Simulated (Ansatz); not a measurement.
# Cr (dhcp): energy against volume

Computed with DFT, LDA (PW92), plane waves (420 eV) with PAW, scalar-relativistic in Ansatz. The PAW files were generated under PBE, with cores re-solved for the functional.

The cell is scaled uniformly from the relaxed one, with fractional coordinates and shape fixed. Energies are extrapolated to zero smearing, pressures are those at the given smearing. Magnetic state: non-magnetic.

A Birch-Murnaghan fit gives V₀ = 11.14 Å³/atom, B₀ = 276 GPa, B₀′ = 4.1.

Task: What are the energy above the minimum and the pressure at 9.806 Å³/atom?

Result: 169.6 meV/atom and 45.50 GPa as computed.

Task: What are the energy above the minimum and the pressure at 10.251 Å³/atom?

Result: 69.7 meV/atom and 27.14 GPa as computed.

Task: What are the energy above the minimum and the pressure at 12.480 Å³/atom?

Result: 115.0 meV/atom and -24.72 GPa as computed.
